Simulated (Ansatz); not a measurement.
**Question.** Name crystals whose computed values (PBEsol (plane waves, PAW; program Ansatz)) fall in these windows: highest Γ mode, no LO–TO term (cm⁻¹) 82 to 110; B₀ by P(V) fit (GPa) 34 to 42; G_Hill (GPa) 11 to 15.

**Answer.** 

```tsv
crystal	highest Γ mode, no LO–TO term (cm⁻¹)	B₀ by P(V) fit (GPa)	G_Hill (GPa)
Bi, A7 (α-As type)	96	37.2	12.7
```
Others may fit too.

The cell was relaxed under the symmetry of its start. Spin–orbit coupling is left out wherever it is not named.

Potentials: the earlier of the program's two PAW sets.
